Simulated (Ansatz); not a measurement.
Sn₄Ir:
```xyz
10
Lattice="3.1718 -5.7824 0.0000 3.1718 5.7824 0.0000 0.0000 0.0000 6.3248" Properties=species:S:1:pos:R:3 pbc="T T T"
Sn     1.1199     1.4696     4.2695
Sn     5.2238    -1.4696     4.2695
Sn     1.1199    -1.4696     2.0552
Sn     5.2238     1.4696     2.0552
Sn     2.0519    -1.4696     5.2176
Sn     4.2917     1.4696     5.2176
Sn     2.0519     1.4696     1.1071
Sn     4.2917    -1.4696     1.1071
Ir     3.1718     0.0000     3.1624
Ir     0.0000     0.0000     0.0000
```

Relaxed with r²SCAN. Special points in fractions of this cell's reciprocal vectors: Γ (0.000, 0.000, 0.000); Y (-0.500, 0.500, 0.000); C0 (-0.325, 0.675, 0.000); Σ0 (0.325, 0.325, 0.000); Z (0.000, 0.000, 0.500); A0 (0.325, 0.325, 0.500); E0 (-0.325, 0.675, 0.500); T (-0.500, 0.500, 0.500); S (0.000, 0.500, 0.000); R (0.000, 0.500, 0.500).

List the band energies nearest the Fermi level at these points for r²SCAN with spin–orbit coupling (plane waves, PAW; program Ansatz).

In eV from the Fermi level; about four levels below and three above (degenerate sets whole), none deeper than 8.9 eV; points with the same levels are listed once.

```json
[
 {"k": "Γ", "below": "-1.76 -1.76 -1.53 -1.53", "above": "0.28 0.28 0.56 0.56"},
 {"k": "Y", "below": "-0.07 -0.07 0.00 0.00", "above": "0.60 0.60 2.03 2.03"},
 {"k": "C0", "below": "-0.42 -0.42 -0.38 -0.38", "above": "0.32 0.32 0.36 0.36"},
 {"k": "Z", "below": "-0.39 -0.39 -0.39 -0.39", "above": "3.26 3.26 3.26 3.26"},
 {"k": "A0", "below": "-0.46 -0.46 -0.43 -0.43", "above": "0.34 0.34 0.39 0.39"},
 {"k": "T", "below": "-0.01 -0.01 -0.01 -0.01", "above": "0.39 0.39 0.39 0.39"},
 {"k": "S", "below": "-0.28 -0.28 -0.28 -0.28", "above": "1.89 1.89 1.89 1.89"},
 {"k": "R", "below": "-0.21 -0.21 -0.21 -0.21", "above": "1.41 1.41 1.41 1.41"}
]
```

Space group Ccce. The first step of the workflow began from a Materials Project structure, measured or hypothetical; the Crystallography Open Database copy checked does not list it. COD files the formula under space group No. 142. Whether it is the stable phase at ambient conditions was not checked. Symmetry was held in the r²SCAN relaxation; whether a distortion lowers the energy is not shown. No spin polarisation was allowed.

Potentials: the later of the program's two PAW sets.
